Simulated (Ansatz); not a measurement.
Problem. Name crystals whose computed values (the program Ansatz at the r²SCAN level (PAW)) fall in these windows: Θ_D (K) 600 to 760; G_Hill (GPa) 120 to 150; ε∞ 8.2 to 10.

Solution. 

```
crystal           Θ_D (K)  G_Hill (GPa)    ε∞
----------------  -------  ------------  ----
BAs, wurtzite         706           139  9.18
BAs, zinc blende      701           137  9.31
```
Others may fit too.

Not the usual ambient phase: BAs, wurtzite. All cells were relaxed under the symmetry of their starts (and spin orders); stability against distortions was not tested throughout. Scalar-relativistic: spin–orbit coupling is off unless named, which matters more the heavier the elements.

Potentials: the earlier of the program's two PAW sets. The files were generated under PBE; for other functionals the program regenerates the frozen cores, and for LDA and PBEsol the local potential too.
